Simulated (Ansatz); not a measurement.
Theory: DFT PBEsol, scalar-relativistic, plane waves, PAW in Ansatz.

Plane waves to 420 eV, a k mesh through Γ of 15×15×4 on the computed 4-atom cell and Gaussian smearing (0.10 eV); no spin polarisation.

```
Zr Br
1.0
     3.61971    0.00000    0.00000
    -1.80986    3.13476    0.00000
     0.00000    0.00000   10.31710
Zr Br
2 2
Direct
  0.66667 0.33333 0.61694
  0.33333 0.66667 0.38306
  0.66667 0.33333 0.17717
  0.33333 0.66667 0.82283
```

Question: Is this geometry at equilibrium? Which atom feels the largest force?

Answer: It isn't. Atom 3 (Br) feels (0.00, 0.00, 1.49) eV/Å, 1.493 eV/Å in size, and symmetry-related atoms feel the same size.

Question: Give all forces and the stress.

Answer:
| atom | Fx | Fy | Fz |
| --- | --- | --- | --- |
| Zr1 | 0.000 | 0.000 | 1.173 |
| Zr2 | 0.000 | 0.000 | -1.173 |
| Br3 | 0.000 | 0.000 | 1.493 |
| Br4 | 0.000 | 0.000 | -1.493 |
Stress (GPa, compression positive):
```
-9.22  0.00  0.00
 0.00 -9.22  0.00
 0.00  0.00 -9.90
```

The cell holds layers, and where no dispersion correction was added their binding is poorly described.